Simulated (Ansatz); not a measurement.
SnSe2 (CdI2 type)

```
SnSe2
1.0
    7.68061     0.00000     0.00000
   -1.92015     3.32580     0.00000
    0.00000     0.00000     6.00399
Sn Se
2 4
Cartesian
  0.00000   0.00000   0.00000
  3.84030   0.00000   0.00000
  0.00000   2.21720   1.59336
  3.84030   2.21720   1.59336
  1.92015   1.10860   4.41063
  5.76045   1.10860   4.41063
```

In this cell atom 1 (Sn, nearest neighbour Se at 2.730 Å; its periodic images, 3.8 Å or more away, move with it) is moved by s towards the nearest neighbour, unit vector (-0.703, -0.406, 0.584); all other atoms and the cell stay fixed.

Computed with PBE-D3(BJ) (plane waves to 420 eV, PAW, scalar-relativistic; Ansatz, an electronic-structure program). k mesh 4×8×5 (Γ-centred), Fermi-Dirac smearing 0.05 eV. The energy includes the smearing's −TS. Left out: 2 of 11 points, with atoms too close for the PAW data. As the smearing reaches across the gap at some points, energies and forces of such displacements shift with the k mesh and the smearing. SnSe2 was relaxed with its symmetry unable to fall. The PAW data are Ansatz's earlier set. ΔE is measured from the undisplaced structure. The last digit holds for this mesh only.

```tsv
s (Å)	ΔE (meV/cell)
-0.656	3016.9
-0.492	1377.1
-0.328	withheld
-0.164	116.9
0.000	0.0
0.164	116.9
0.328	withheld
0.492	1377.1
0.656	3016.9
```

Q: Fit an even polynomial form (powers 2, 4, 6) to the given rows and predict ΔE at s = -0.328.

A: Least squares on the 7 given rows: ΔE = (4191)·s² + (5720)·s⁴ + (1932)·s⁶, in meV/cell with s in Å; root-mean-square residual 0.06 meV/cell. At -0.328 the fit gives 519.5 meV/cell; the calculation gives 519.7 meV/cell, so the interpolation is off by -0.2 (-0.0 %). The quadratic term alone would give 450.9 meV/cell.

(A displaced cell: forces are minus the slopes of the energy, force constants its curvatures, and phonons follow from these.)
